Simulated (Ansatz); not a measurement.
HfO$_{2}$:
Space group P4₂/mnm (No. 136); a = 4.838 Å, b = 4.838 Å, c = 3.220 Å, α = 90.00°, β = 90.00°, γ = 90.00°

| atom | site | symmetry | x | y | z |
|---|---|---|---|---|---|
| Hf | 2a | m.mm | 0.0000 | 0.0000 | 0.0000 |
| O | 4f | m.2m | 0.3051 | 0.3051 | 0.0000 |

Relaxed with r²SCAN.

Tabulate the valence density and the electron localisation function along the shortest Hf–O contact (2.09 Å), plane-wave PAW r²SCAN (Ansatz code).



```
distance from Hf (Å)  density (e/Å³)   ELF
--------------------  --------------  ----
0.21                           29.47  0.80
0.31                           23.32  0.83
0.42                           16.81  0.85
0.52                           11.03  0.85
0.63                            6.63  0.80
0.73                            3.68  0.68
0.83                            1.96  0.45
0.94                            1.09  0.24
1.04                            0.74  0.17
1.15                            0.70  0.27
1.25                            0.87  0.54
1.36                            1.24  0.76
1.46                            1.89  0.83
1.57                            2.94  0.82
1.67                            4.32  0.76
1.77                            5.71  0.64
1.88                            6.80  0.44
```

The density is the valence pseudo-density with augmentation charge, so density and ELF within about 1 Å of a nucleus are not all-electron values.

Space group P4_2/mnm (rutile). The workflow started from a Materials Project entry (that database holds measured and hypothetical structures alike); the Crystallography Open Database copy checked does not list it. It is not the phase usual at ambient conditions (space group No. 14, 29). The r²SCAN relaxation kept the symmetry of its start; its stability against distortions is not shown here. The run is not spin-polarised. Spin–orbit coupling is left out wherever it is not named.

Potentials: the later of the program's two PAW sets.
